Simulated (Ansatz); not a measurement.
**Ansatz 0.2.0, relaxation: TiHgO₃**

Launch command:

```bash
ansatz run input.yaml --threads 2 --pin off --max-ram 4096MiB --backend cpu --events-out ev --progress --plain --runs-dir out
```

input.yaml:

```yaml
crystal:
  lattice:
    - [2.66080503, 1.5362128, 4.48703919]
    - [-2.66080503, 1.5362128, 4.48703919]
    - [0.0, -3.07243549, 4.48703919]
  atoms:
    - { symbol: O, position: [0.665, 0.835, 0.25] }
    - { symbol: O, position: [0.25, 0.665, 0.835] }
    - { symbol: O, position: [0.835, 0.25, 0.665] }
    - { symbol: O, position: [0.75, 0.335, 0.165] }
    - { symbol: O, position: [0.335, 0.165, 0.75] }
    - { symbol: O, position: [0.165, 0.75, 0.335] }
    - { symbol: Ti, position: [0.0, 0.0, 0.0] }
    - { symbol: Ti, position: [0.5, 0.5, 0.5] }
    - { symbol: Hg, position: [0.25, 0.25, 0.25] }
    - { symbol: Hg, position: [0.75, 0.75, 0.75] }
kpoints:
  mp_grid: { grid: [4, 4, 4], shift: [0, 0, 0] }
magnetization:
  spin_polarized: true
scf:
  occupations: { method: gaussian, width: 0.0377 }
  lower_state_search: "off"
hamiltonian:
  pseudopotentials: { kind: paw }
  xc: r2scan
basis:
  ecutwfc: 500
  fft_grid_basis: typed
relax:
  max_steps: 80
  cell: { p_target: 0.0 }
  f_tol: 0.03
output:
  forces: true
  stress: true
  eigenvalues: true
  bader: true
  populations: true
  elf: true
  write_potential: true
  volumetric_format: npy
  dos:
    e_range: [-12, 8]
    de: 0.05
    projected: { site_lists: { Hg: [Hg], O: [O], Ti: [Ti] } }
  write_density: true
checkpoint:
  read: saved_state
```

Origin of the cell: a database entry, scaled a little.

The saved state is a converged single point of the same cell.

Steps («new basis» is an SCF on plane waves selected anew at the same cell):

```
step  ΔF (meV/atom)  max force component (eV/Å)  P (GPa)  volume (Å³)  SCF iterations   step was
   1            0.0                       0.083     8.33       110.05               6   accepted
   2          -10.1                       0.019     0.52       113.99               7   accepted
   3          -10.3                       0.001    -0.01       114.18               6   accepted
   4          -10.3                       0.002     0.01       114.19               4   accepted
   5          -10.6                       0.002     0.00       114.19               7  new basis
```

Step 1, with forces in eV/Å:

```xyz
10
Lattice="2.661 1.536 4.487 -2.661 1.536 4.487 0.000 -3.072 4.487" Properties=species:S:1:pos:R:3:forces:R:3 pbc="T T T" step=1
O    -0.452    1.536    7.852    0.083    0.000    0.000
O    -1.104   -1.160    7.852   -0.042    0.072    0.000
O     1.557   -0.376    7.852   -0.042   -0.072    0.000
O     1.104    1.160    5.609    0.042   -0.072    0.000
O     0.452   -1.536    5.609   -0.083    0.000    0.000
O    -1.557    0.376    5.609    0.042    0.072    0.000
Ti    0.000    0.000    0.000    0.000    0.000    0.000
Ti    0.000    0.000    6.731    0.000    0.000    0.000
Hg    0.000    0.000    3.365    0.000    0.000    0.000
Hg    0.000    0.000   10.096    0.000    0.000    0.000
```

Step 2, with forces in eV/Å:

```xyz
10
Lattice="2.685 1.550 4.564 -2.685 1.550 4.564 0.000 -3.101 4.564" Properties=species:S:1:pos:R:3:forces:R:3 pbc="T T T" step=2
O    -0.445    1.550    7.986   -0.019    0.000    0.000
O    -1.120   -1.160    7.986    0.010   -0.017    0.000
O     1.565   -0.390    7.986    0.010    0.017    0.000
O     1.120    1.160    5.705   -0.010    0.017    0.000
O     0.445   -1.550    5.705    0.019    0.000    0.000
O    -1.565    0.390    5.705   -0.010   -0.017    0.000
Ti    0.000    0.000    0.000    0.000    0.000    0.000
Ti    0.000    0.000    6.846    0.000    0.000    0.000
Hg    0.000    0.000    3.423    0.000    0.000    0.000
Hg    0.000    0.000   10.268    0.000    0.000    0.000
```

Step 5, with forces in eV/Å:

```xyz
10
Lattice="2.692 1.555 4.547 -2.692 1.555 4.547 0.000 -3.109 4.547" Properties=species:S:1:pos:R:3:forces:R:3 pbc="T T T" step=5
O    -0.449    1.555    7.957   -0.002    0.000    0.000
O    -1.122   -1.166    7.957    0.001   -0.001    0.000
O     1.571   -0.388    7.957    0.001    0.001    0.000
O     1.122    1.166    5.684   -0.001    0.001    0.000
O     0.449   -1.555    5.684    0.002    0.000    0.000
O    -1.571    0.388    5.684   -0.001   -0.001    0.000
Ti    0.000    0.000    0.000    0.000    0.000    0.000
Ti    0.000    0.000    6.821    0.000    0.000    0.000
Hg    0.000    0.000    3.410    0.000    0.000    0.000
Hg    0.000    0.000   10.231    0.000    0.000    0.000
```

| Quantity | Value |
| --- | --- |
| Free energy lowered by | 10.6 meV/atom |
| Volume change | 3.77 % |
| Final pressure | 0.00 GPa |
| Relaxation steps listed | 5 |

Caveats: no spin-orbit coupling, though heavy elements are present; spin is on but no moment was typed; the relaxation held the start's symmetry, so the end may be a saddle point.

It ran for 71 s on 2 threads of Arm Neoverse V2 (shared host), peak memory 0.98 GiB, from a saved density.
